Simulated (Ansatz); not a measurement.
Given:

GaAs:
Space group Fm-3m (No. 225); a = b = c = 5.393 Å, α = β = γ = 90.00°

| atom | site | symmetry | x | y | z |
|---|---|---|---|---|---|
| As | 4a | m-3m | 0.0000 | 0.0000 | 0.0000 |
| Ga | 4b | m-3m | 0.5000 | 0.5000 | 0.5000 |
(The calculation used a cell of 2 atoms; values per cell refer to that cell.)

This is the PBE-relaxed structure.

Problem. All from DFT-PBE in the program Ansatz with PAW potentials, unless another level is named. Estimate the electronic character.

Solution. metallic (no gap).

Problem. Give the density of states at the Fermi level.

Solution. 0.56 states/eV per atom (mean over ±0.08 eV).

Problem. And the formation energy from the elements (no fitted shifts)?

Solution. -0.023 eV/atom.

The cell is a constructed one: a structure type filled with these elements; neither database checked (COD, Materials Project) lists it. It is not the phase usual at ambient conditions (space group No. 216). The PBE relaxation kept the symmetry of its start; whether a distortion lowers the energy is not shown. The references are the lowest solids computed at this level, not always the standard phases. Scalar-relativistic: spin–orbit coupling is off unless named, which matters more the heavier the elements.

Potentials: the later of the program's two PAW sets.
